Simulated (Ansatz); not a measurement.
Given:

Relaxed SiO2 (rutile):

```
SiO2
1.0
    4.23588     0.00000     0.00000
    0.00000     4.23588     0.00000
    0.00000     0.00000     2.68991
Si O
2 4
Cartesian
  2.11794   2.11794   1.34495
  0.00000   0.00000   0.00000
  3.41830   3.41830   1.34495
  1.30036   2.93552   0.00000
  2.93552   1.30036   0.00000
  0.81758   0.81758   1.34495
```

Scan: atom 5 (O, nearest neighbour Si at 1.774 Å; its periodic images, 2.7 Å or more away, move with it) is displaced along Cartesian z, direction (0.000, 0.000, 1.000) in Cartesian axes, by s. The other atoms stay.

Computed with PBE (plane waves to 420 eV, PAW, scalar-relativistic; Ansatz, a first-principles code). k mesh 6×6×10 (Γ-centred), Fermi-Dirac smearing 0.05 eV. E stands for the smeared free energy. SiO2 was relaxed with its symmetry unable to fall. The PAW data are Ansatz's earlier set. ΔE is measured from the undisplaced structure.

The scan covers s from -0.530 to 0.530 Å in 11 points.

Problem. Is the energy the same for equal positive and negative displacements?

Solution. Even: the same for both signs. With its periodic images moving along, the atom's site symmetry in this cell is mm2.

Problem. What is the force constant k = d²E/ds² of this move at s = 0?

Solution. 18.6 eV/Å².

(A displaced cell: forces are minus the slopes of the energy, force constants its curvatures, and phonons follow from these.)
